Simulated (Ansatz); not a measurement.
Input, command and steps of an Ansatz relaxation.

```yaml
crystal:
  lattice:
    - [7.6379680112, 0.0, 0.0]
    - [-3.8189840056, -6.614674331, 0.0]
    - [0.0, 0.0, -12.2941212438]
  atoms:
    - { symbol: Sn, position: [0.003230409, 0.5019000336, 0.5005079325] }
    - { symbol: Sn, position: [0.9981570736, 0.4995161703, 0.9991282581] }
    - { symbol: Sn, position: [0.5031354348, 0.4987855522, 0.5014252281] }
    - { symbol: Sn, position: [0.4977308425, 0.4962539948, 0.0022232673] }
    - { symbol: Sn, position: [0.9997702421, 0.0049736144, 0.5013418021] }
    - { symbol: Sn, position: [0.9999387655, 0.9965568942, 0.001467] }
    - { symbol: Sn, position: [0.499623701, 0.9982375592, 0.4999252026] }
    - { symbol: Sn, position: [0.4984341093, 0.002744941, 0.9992803858] }
    - { symbol: Se, position: [0.8371611051, 0.1679694301, 0.8740114182] }
    - { symbol: Se, position: [0.3340671904, 0.1657670704, 0.3742067207] }
    - { symbol: Se, position: [0.3347357166, 0.171010164, 0.8714134352] }
    - { symbol: Se, position: [0.8310918669, 0.6666459292, 0.3692874896] }
    - { symbol: Se, position: [0.3305067125, 0.6632963835, 0.3712781715] }
    - { symbol: Se, position: [0.3341959218, 0.6700677485, 0.872212595] }
    - { symbol: Se, position: [0.1685254919, 0.3351750748, 0.1279820542] }
    - { symbol: Se, position: [0.1635711404, 0.3338948007, 0.6287325323] }
    - { symbol: Se, position: [0.6658724508, 0.3362348134, 0.1278733529] }
    - { symbol: Se, position: [0.6739213578, 0.3353532251, 0.6312502452] }
    - { symbol: Se, position: [0.1624124021, 0.8368110881, 0.62655549] }
    - { symbol: Se, position: [0.6657733143, 0.8350739456, 0.1286739445] }
    - { symbol: Se, position: [0.6731214237, 0.8361417117, 0.6277999879] }
  symmetry: { detect: false }
basis:
  ecutwfc: 420
kpoints:
  mp_grid: { grid: [2, 2, 1], shift: [0.5, 0.5, 0.0] }
hamiltonian:
  xc: pbesol
scf:
  occupations: { method: gaussian, width: 0.1 }
  lower_state_search: "off"
output:
  forces: true
  stress: true
  eigenvalues: true
relax:
  adjacent_minimum: "off"
  f_tol: 0.04
  max_steps: 50
  cell: { stress_tol: 0.3 }
```

```bash
ansatz run input.yaml --threads 4 --pin off --max-ram 9216MiB --backend cpu --events-out ev --progress --plain --runs-dir out
```

These are results of Ansatz, DFT PBEsol, scalar-relativistic, plane waves, PAW, not measurements.

Of 16 frames 9 are shown, positions in Å and forces in eV/Å; the SCF threshold varies from step to step. Steps run on the plane waves of an earlier cell, with a Pulay correction in the pressure. The basis is chosen afresh for the last frame, the zero of the energies, and at times for earlier ones too; energy and pressure can step there, also at an unchanged geometry. Where two frames share a geometry here, they differ by under 2 meV/atom and 0.3 GPa. The mark taken_back stands on steps that the optimiser undid.

```xyz
21
Lattice="7.6380 0.0000 0.0000 -3.8190 -6.6147 0.0000 0.0000 0.0000 -12.2941" Properties=species:S:1:pos:R:3:forces:R:3 pbc="T T T" step=1 free_energy_over_end_meV_per_atom=78.84 pressure_GPa=0.46
Sn   -1.8921   -3.3199   -6.1533   -0.2771   -0.3896    0.0425
Sn    5.7162   -3.3041  -12.2834    0.0842   -0.1057   -0.0083
Sn    1.9381   -3.2993   -6.1646    0.0100   -0.0761    0.0064
Sn    1.9065   -3.2826   -0.0273   -0.5945   -0.1304   -0.1553
Sn    7.6172   -0.0329   -6.1636    0.2452    0.2876    0.2590
Sn    3.8317   -6.5919   -0.0180    0.0586    0.0211   -0.0921
Sn    0.0039   -6.6030   -6.1461   -0.1727    0.0950   -0.1615
Sn    3.7965   -0.0182  -12.2853    0.5397   -0.1118    0.2557
Se    5.7527   -1.1111  -10.7452   -0.2591    0.2545    0.2295
Se    1.9185   -1.0965   -4.6005   -0.1314    0.0417    0.4995
Se    1.9036   -1.1312  -10.7133    0.1547   -0.0869    0.8201
Se    3.8019   -4.4096   -4.5401    0.1233   -0.1049    0.1432
Se   -0.0087   -4.3875   -4.5645    0.0094   -0.0881    0.2900
Se   -0.0064   -4.4323  -10.7231    0.1605   -0.0332    0.6096
Se    0.0072   -2.2171   -1.5734    0.0004   -0.0678   -0.2130
Se   -0.0258   -2.2086   -7.7297    0.2608   -0.0975   -0.5711
Se    3.8018   -2.2241   -1.5721    0.0208    0.1197   -0.7435
Se    3.8667   -2.2183   -7.7607   -0.1239    0.0617   -0.0419
Se   -1.9553   -5.5352   -7.7029    0.2402    0.0553   -0.0044
Se    1.8960   -5.5237   -1.5819   -0.1730    0.1280   -0.5530
Se    1.9481   -5.5308   -7.7182   -0.1759    0.2275   -0.6114
21
Lattice="7.5407 -0.2131 -0.0181 -3.5858 -6.4609 0.0114 0.0291 0.0044 -12.2079" Properties=species:S:1:pos:R:3:forces:R:3 pbc="T T T" step=3 free_energy_over_end_meV_per_atom=46.85 pressure_GPa=-0.15
Sn   -1.7534   -3.2904   -6.1690    0.0125    0.0714    0.0211
Sn    5.7337   -3.4505  -12.1436   -0.1051    0.0113   -0.0250
Sn    2.0041   -3.3322   -6.1270   -0.0349   -0.0061    0.0784
Sn    1.8584   -3.2837   -0.0542   -0.1343    0.0833   -0.2256
Sn    7.5531   -0.2226   -6.2049   -0.1039   -0.0515    0.0013
Sn    4.0167   -6.6386    0.0027    0.0942    0.0253    0.0211
Sn    0.1605   -6.5228   -6.1646    0.0078    0.0200   -0.0662
Sn    3.8855   -0.1733  -12.0849    0.1327   -0.1271    0.1161
Se    5.7597   -1.2418  -10.5372    0.0635    0.0062    0.0002
Se    1.8788   -1.1325   -4.5054    0.0534    0.0198   -0.0101
Se    1.9736   -1.2163  -10.4526    0.1225   -0.1409   -0.0579
Se    3.8913   -4.5138   -4.5024    0.0530   -0.0507    0.0228
Se    0.1010   -4.3797   -4.4865    0.0513   -0.0475   -0.0315
Se    0.1538   -4.4200  -10.4748    0.1947   -0.0787   -0.0592
Se    0.0128   -2.1854   -1.6110   -0.0265   -0.0071    0.0068
Se    0.1306   -2.2076   -7.8213    0.0524   -0.0108   -0.1233
Se    3.8156   -2.2882   -1.6494   -0.1537    0.1336    0.1750
Se    3.8871   -2.2938   -7.7519   -0.0007    0.0182    0.0449
Se   -1.7031   -5.4303   -7.7555   -0.0489    0.0184   -0.0618
Se    2.0142   -5.5158   -1.6346   -0.2059    0.0971    0.1587
Se    2.0816   -5.4801   -7.8062   -0.0241    0.0159    0.0142
21
Lattice="7.5801 -0.3159 0.0471 -3.5164 -6.6190 0.0077 -0.0757 0.0580 -11.4622" Properties=species:S:1:pos:R:3:forces:R:3 pbc="T T T" step=5 free_energy_over_end_meV_per_atom=37.25 pressure_GPa=0.74
Sn   -1.7131   -3.3528   -5.8707   -0.1013   -0.0294    0.2491
Sn    5.5784   -3.5363  -11.2228   -0.0374   -0.1355    0.0872
Sn    2.0394   -3.4612   -5.7644    0.0869    0.0058    0.2036
Sn    1.7307   -3.3030   -0.0654   -0.1682   -0.1594   -0.1884
Sn    7.4629   -0.3838   -5.8508   -0.1942   -0.0736    0.3202
Sn    4.2118   -6.8504    0.1693    0.0580    0.0698   -0.0930
Sn    0.1771   -6.6809   -5.9252   -0.2244    0.0428   -0.0546
Sn    3.9257   -0.2510  -11.0704    0.1370    0.2661    0.2390
Se    5.8472   -1.3231   -9.5989   -0.0439    0.0622   -0.1001
Se    1.8773   -1.1612   -4.2747    0.1297    0.0932    0.0604
Se    1.9989   -1.3790   -9.6513   -0.1938    0.2199    0.1261
Se    3.9758   -4.7628   -4.1915    0.1084    0.1792    0.0099
Se    0.1437   -4.5759   -4.2339   -0.1535   -0.0183    0.1353
Se    0.2187   -4.5437   -9.7090   -0.2087    0.0556   -0.0124
Se   -0.1234   -2.1577   -1.5219   -0.0383   -0.0558   -0.0932
Se    0.1987   -2.3056   -7.5336    0.0486   -0.1116    0.1419
Se    3.7043   -2.2278   -1.4089    0.2244   -0.1212   -0.4878
Se    3.9353   -2.4019   -7.3305    0.1061   -0.1934    0.0088
Se   -1.7721   -5.5436   -7.4554    0.0461   -0.0794   -0.0831
Se    1.9569   -5.6278   -1.3505    0.2140   -0.0512   -0.3400
Se    2.1239   -5.6072   -7.4529    0.2043    0.0342   -0.1290
21
Lattice="7.5658 -0.3436 0.0980 -3.4853 -6.5188 -0.0240 -0.1578 0.0466 -11.7271" Properties=species:S:1:pos:R:3:forces:R:3 pbc="T T T" step=7 free_energy_over_end_meV_per_atom=19.16 pressure_GPa=-0.07
Sn   -1.7268   -3.3133   -5.9179    0.0940    0.0213   -0.0780
Sn    5.4182   -3.5568  -11.4816    0.0470    0.0195   -0.0326
Sn    2.0455   -3.4223   -5.7086   -0.0713   -0.0048    0.0370
Sn    1.6933   -3.2707   -0.2938    0.1426   -0.0324    0.0459
Sn    7.3157   -0.4642   -5.6917   -0.1143   -0.1426    0.1363
Sn    4.2648   -6.8140   -0.0144    0.0208   -0.0108   -0.0359
Sn    0.0699   -6.5562   -6.1295   -0.0658    0.0452   -0.0762
Sn    3.9147   -0.2547  -11.3173   -0.1574    0.0062   -0.0112
Se    5.8350   -1.3116   -9.8963    0.0900    0.0571    0.0543
Se    1.9402   -1.1101   -4.2608    0.2163   -0.0368   -0.0977
Se    1.8986   -1.3977  -10.0459   -0.1169    0.0045   -0.0491
Se    3.9986   -4.6363   -4.1304    0.0373    0.2231   -0.0667
Se    0.0884   -4.5875   -4.2738   -0.0345    0.0415    0.0607
Se    0.1581   -4.4564  -10.0981   -0.0158    0.0704   -0.1563
Se   -0.2199   -2.2039   -1.6974   -0.0940   -0.0722   -0.0241
Se    0.2209   -2.3070   -7.5192   -0.0684   -0.1000    0.1143
Se    3.7356   -2.1430   -1.5345    0.1419   -0.0107    0.0139
Se    3.9232   -2.4143   -7.3501   -0.0144    0.0133    0.0427
Se   -1.9093   -5.4817   -7.5274   -0.0269   -0.0496    0.0317
Se    1.9888   -5.6124   -1.5262    0.0581   -0.0739   -0.0113
Se    2.1347   -5.5158   -7.4738   -0.0683    0.0315    0.1023
21
Lattice="7.5543 -0.3859 0.1927 -3.4430 -6.4940 -0.1096 -0.3102 -0.0245 -11.7660" Properties=species:S:1:pos:R:3:forces:R:3 pbc="T T T" step=9 free_energy_over_end_meV_per_atom=8.03 pressure_GPa=0.01
Sn   -1.8425   -3.3509   -6.0056    0.0227   -0.2865   -0.1510
Sn    5.3147   -3.6664  -11.4326    0.0445    0.0585   -0.0118
Sn    1.9523   -3.4205   -5.6267   -0.1520   -0.0659   -0.0430
Sn    1.8106   -3.3338   -0.4833    0.1397    0.0447   -0.0498
Sn    7.0696   -0.6100   -5.2990    0.1684    0.1364    0.0054
Sn    4.3932   -6.8964   -0.1995   -0.0230   -0.0020   -0.0644
Sn   -0.1171   -6.5077   -6.2949    0.1987   -0.0082    0.2203
Sn    3.8000   -0.3610  -11.2676   -0.0863   -0.2175   -0.0966
Se    5.8064   -1.3471   -9.9123    0.0188   -0.0010   -0.1091
Se    2.0011   -1.1405   -4.2023   -0.0791    0.0265   -0.1116
Se    1.7170   -1.5806  -10.1954    0.0056   -0.0236    0.0027
Se    3.9194   -4.4834   -4.0429   -0.0181    0.0008    0.0271
Se   -0.0581   -4.6150   -4.3102    0.0188    0.1249    0.0096
Se    0.1208   -4.4907  -10.2949   -0.0539    0.0919    0.0977
Se   -0.2007   -2.3265   -1.8151   -0.0038    0.0556    0.0832
Se    0.1154   -2.3379   -7.4101   -0.1263    0.0511    0.0943
Se    3.9058   -2.1010   -1.5364    0.0868    0.0090    0.0828
Se    3.8182   -2.4118   -7.3013   -0.0428   -0.0490   -0.0222
Se   -2.1872   -5.5580   -7.5292   -0.1746    0.0799    0.0298
Se    2.0654   -5.7298   -1.6227    0.0928    0.0375   -0.0553
Se    2.0726   -5.5323   -7.3483   -0.0370   -0.0632    0.0622
21
Lattice="7.5481 -0.4068 0.2568 -3.4218 -6.5264 -0.1722 -0.4133 -0.0815 -11.7339" Properties=species:S:1:pos:R:3:forces:R:3 pbc="T T T" step=10 free_energy_over_end_meV_per_atom=3.67 pressure_GPa=0.11
Sn   -1.9684   -3.4769   -6.0710   -0.1882   -0.0865   -0.0523
Sn    5.3162   -3.7397  -11.3707   -0.0199   -0.0220    0.1081
Sn    1.7946   -3.4729   -5.5912    0.0264    0.0440   -0.1638
Sn    1.9516   -3.3755   -0.5659   -0.0135    0.0703   -0.0184
Sn    6.9554   -0.6443   -5.0582    0.1571    0.1168    0.0250
Sn    4.4908   -6.9506   -0.3038    0.0204    0.0139   -0.0477
Sn   -0.1858   -6.5706   -6.2498    0.1271   -0.1262    0.0880
Sn    3.7065   -0.4477  -11.2356    0.0342   -0.0954    0.0837
Se    5.7787   -1.3783   -9.9126   -0.0787   -0.0438   -0.0581
Se    1.9273   -1.2095   -4.1557   -0.1478    0.0942    0.1676
Se    1.6093   -1.7027  -10.2156    0.1605    0.0152   -0.0543
Se    3.7898   -4.4355   -3.9853    0.0911   -0.2088    0.0063
Se   -0.2143   -4.6304   -4.2741    0.0620   -0.0030   -0.0694
Se    0.1088   -4.5582  -10.3586   -0.0033   -0.0461    0.1630
Se   -0.1103   -2.3607   -1.8511    0.0788    0.0724   -0.0085
Se   -0.0417   -2.3214   -7.3292   -0.0127   -0.0192    0.0653
Se    4.0776   -2.1154   -1.5414   -0.0973    0.0242   -0.0468
Se    3.6889   -2.4517   -7.2310   -0.0323   -0.0532   -0.0905
Se   -2.3166   -5.7029   -7.4990   -0.0305    0.1066    0.0490
Se    2.1557   -5.8022   -1.6747    0.0386    0.0791   -0.1175
Se    2.0159   -5.6300   -7.2478   -0.1721    0.0675   -0.0287
21
Lattice="7.5539 -0.3972 0.3195 -3.4329 -6.5595 -0.2132 -0.5142 -0.0993 -11.7343" Properties=species:S:1:pos:R:3:forces:R:3 pbc="T T T" step=12 free_energy_over_end_meV_per_atom=0.65 pressure_GPa=-0.06
Sn   -2.0748   -3.5293   -6.1253   -0.0086   -0.0166   -0.0112
Sn    5.2252   -3.7822  -11.2925    0.0560    0.0333    0.0156
Sn    1.7036   -3.4998   -5.5991   -0.0489    0.0209    0.0036
Sn    1.9692   -3.3566   -0.5332   -0.0110    0.0178   -0.0052
Sn    6.9041   -0.6071   -5.0143    0.0023   -0.0011    0.0386
Sn    4.5341   -6.9495   -0.3080   -0.0262   -0.0507   -0.0433
Sn   -0.2485   -6.6513   -6.1948   -0.0116   -0.0151    0.0521
Sn    3.6736   -0.4569  -11.2267    0.0085   -0.0183   -0.0309
Se    5.7158   -1.4070   -9.8970   -0.0098    0.0109    0.0321
Se    1.8056   -1.2322   -4.0883    0.0110   -0.0016   -0.0433
Se    1.5775   -1.6770  -10.2212   -0.0045    0.0118    0.0203
Se    3.7195   -4.4984   -3.9752    0.0213    0.0261   -0.0156
Se   -0.3006   -4.6527   -4.2880    0.0236   -0.0227    0.0057
Se    0.0377   -4.6142  -10.3312   -0.0254    0.0189   -0.0083
Se   -0.0927   -2.3587   -1.8231    0.0173    0.0022   -0.0137
Se   -0.1308   -2.3293   -7.3087   -0.0140   -0.0063   -0.0162
Se    4.0911   -2.1262   -1.5328    0.0002   -0.0355    0.0178
Se    3.5875   -2.4887   -7.2221    0.0179    0.0201   -0.0242
Se   -2.3538   -5.7618   -7.5180   -0.0210    0.0037    0.0047
Se    2.1801   -5.7698   -1.6912    0.0133   -0.0077    0.0244
Se    1.8823   -5.6529   -7.2584    0.0097    0.0099   -0.0030
21
Lattice="7.5316 -0.3797 0.4954 -3.4370 -6.5888 -0.1918 -0.7974 0.1038 -11.8207" Properties=species:S:1:pos:R:3:forces:R:3 pbc="T T T" step=14 free_energy_over_end_meV_per_atom=0.47 pressure_GPa=-0.02 taken_back
Sn   -2.2530   -3.4508   -6.2011    0.0345   -0.0149   -0.0991
Sn    4.9592   -3.5812  -11.0892   -0.0289   -0.0320   -0.0076
Sn    1.4947   -3.3763   -5.6048    0.0524   -0.0236   -0.0283
Sn    1.9882   -3.3757   -0.3714   -0.0424    0.0344   -0.0125
Sn    6.7040   -0.4230   -4.8499   -0.0411   -0.0245   -0.0511
Sn    4.5443   -6.9876   -0.1573    0.0121    0.0290    0.0252
Sn   -0.4150   -6.5681   -6.1415   -0.0076    0.0281   -0.0809
Sn    3.4036   -0.2615  -11.2371    0.0259   -0.0243    0.0560
Se    5.4307   -1.1497   -9.8261   -0.0035    0.0299    0.0028
Se    1.5965   -1.1134   -4.0927    0.0592   -0.0399    0.1022
Se    1.2766   -1.3967  -10.2164    0.0089   -0.0310   -0.0222
Se    3.5176   -4.3519   -3.9077   -0.1072    0.0981    0.0556
Se   -0.4811   -4.5517   -4.2945   -0.0404    0.0005    0.0633
Se   -0.2689   -4.4333  -10.3021    0.0434   -0.0235   -0.0010
Se   -0.0578   -2.4322   -1.7368    0.0351   -0.0588   -0.0017
Se   -0.3194   -2.2130   -7.3298    0.0128    0.0011    0.0304
Se    4.1255   -2.2205   -1.3776   -0.0174    0.0420   -0.0247
Se    3.4274   -2.3797   -7.1814   -0.0021   -0.0388    0.0024
Se   -2.5064   -5.7174   -7.5313   -0.0051    0.0076    0.0040
Se    2.2191   -5.8035   -1.5318   -0.0235    0.0228   -0.0293
Se    1.7176   -5.5621   -7.2012    0.0349    0.0178    0.0166
21
Lattice="7.5351 -0.3907 0.4188 -3.4292 -6.5697 -0.2091 -0.6740 0.0005 -11.7564" Properties=species:S:1:pos:R:3:forces:R:3 pbc="T T T" step=16 free_energy_over_end_meV_per_atom=0.00 pressure_GPa=-0.01
Sn   -2.1802   -3.4893   -6.1691   -0.0046    0.0126   -0.0058
Sn    5.0778   -3.6908  -11.1505    0.0098   -0.0091    0.0101
Sn    1.5767   -3.4286   -5.5954    0.0091   -0.0005    0.0063
Sn    1.9838   -3.3704   -0.4540   -0.0004    0.0034    0.0013
Sn    6.7853   -0.5098   -4.8894   -0.0116    0.0101    0.0005
Sn    4.5429   -6.9753   -0.2372   -0.0030    0.0047   -0.0001
Sn   -0.3426   -6.6030   -6.1669    0.0045    0.0028   -0.0094
Sn    3.5221   -0.3725  -11.1975    0.0065    0.0005    0.0031
Se    5.5595   -1.2818   -9.8258    0.0010    0.0034    0.0003
Se    1.7042   -1.1730   -4.0713   -0.0049   -0.0004    0.0038
Se    1.4075   -1.5514  -10.1932    0.0085    0.0065   -0.0065
Se    3.5936   -4.3935   -3.9274   -0.0027   -0.0051   -0.0174
Se   -0.4084   -4.6000   -4.2826   -0.0027    0.0002   -0.0108
Se   -0.1227   -4.5283  -10.2922   -0.0076   -0.0049   -0.0015
Se   -0.0707   -2.4078   -1.7815    0.0054   -0.0095   -0.0035
Se   -0.2441   -2.2558   -7.3065   -0.0032   -0.0032    0.0166
Se    4.1152   -2.1769   -1.4491   -0.0123    0.0069   -0.0007
Se    3.4874   -2.4319   -7.2000    0.0014   -0.0046   -0.0024
Se   -2.4494   -5.7392   -7.5194    0.0090   -0.0070    0.0095
Se    2.2010   -5.7923   -1.6103   -0.0028   -0.0078    0.0046
Se    1.7959   -5.6006   -7.2134    0.0007    0.0010    0.0021
```

The run took 4.2 min on 4 threads of Arm Neoverse V2 (shared host), peak memory 1.5 GiB.

The k mesh is coarse. The cell holds layers, and where no dispersion correction was added their binding is poorly described.